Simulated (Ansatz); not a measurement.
## Structures of Be₃Se₂: which is lowest?

Plane-wave DFT in Ansatz with scalar-relativistic PAW potentials, cutoff 420 eV, Γ-centred meshes chosen by cell and gap, Gaussian smearing with energies taken to zero width. Every cell was relaxed (cell and atoms) in a run of its own, within the symmetry of its start. Functional: PBE.

Relaxed structures (starts from databases or built by putting these elements on another compound's sites):
A. R-3c, 10 atoms in the computed cell, a = 4.580 Å, c = 39.447 Å; sites (symmetry × multiplicity) Be .2 × 18, Se 3. × 12; start: built
B. R-3m, 5 atoms in the computed cell, a = 3.411 Å, c = 21.395 Å; sites (symmetry × multiplicity) Be -3m × 3 + 3m × 6, Se 3m × 6; start: built

Rank them by energy. Could pressure change the order?

```tsv
structure	group	E − E(lowest) (meV/atom)	V (Å³/atom)	gap on mesh (eV)
A	R-3c	0.0	23.89	1.50
B	R-3m	323	14.37	0.00
```

A is lowest, 323 meV/atom under B. B is denser by 9.52 Å³/atom, so pressure favours it: ΔE/ΔV, with ΔE in eV and 1 eV/Å³ = 160.2 GPa, gives about 5 GPa for equal enthalpy if both cells were rigid, a rough figure since the two compress differently. Without a dispersion term the weakly bound lowest cell is too large, so ΔV and this pressure are artefacts in part: a slight pressure closes the gap between layers first. Other structures may lie lower than all of these, and vibrations aren't counted.

Spin polarisation was left out, and a magnetic state may lie lower.